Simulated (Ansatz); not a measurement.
Each is relaxed and computed with the program Ansatz at the PBE level (PAW). Which is the only metal?
A. W2C, P-3m1 (C on 1a, W on 2d)
B. WSe2, P6_3/mmc (W on 2c, Se on 4f)
C. CaCu2S2, P-3m1 (Cu on 2d, Ca on 1a, S on 2d)
D. SiC, P6_222 (Si on 3d, C on 3c)

A, W2C, P-3m1 (C on 1a, W on 2d). W2C: metal; SiC: gap 0.87 eV (indirect); CaCu2S2: gap 1.07 eV (direct); WSe2: gap 1.47 eV (indirect). Constructed cells (a structure type filled with these elements, in neither database checked): SiC, P6_222 (Si on 3d, C on 3c). Not the usual ambient phase: SiC, P6_222 (Si on 3d, C on 3c). Relaxed far from the usual cell of the phase: WSe2, P6_3/mmc (W on 2c, Se on 4f). Standing as an ambient phase not checked: CaCu2S2, P-3m1 (Cu on 2d, Ca on 1a, S on 2d). Weakly bound layers, chains or molecules computed without a dispersion correction, so cells and soft constants are ill determined: WSe2, P6_3/mmc (W on 2c, Se on 4f). All cells were relaxed under the symmetry of their starts (and spin orders); stability against distortions was not tested throughout. Rows with no word on spin ran without spin polarisation. Scalar-relativistic: spin–orbit coupling is off unless named, which matters more the heavier the elements.

Potentials: the later of the program's two PAW sets.
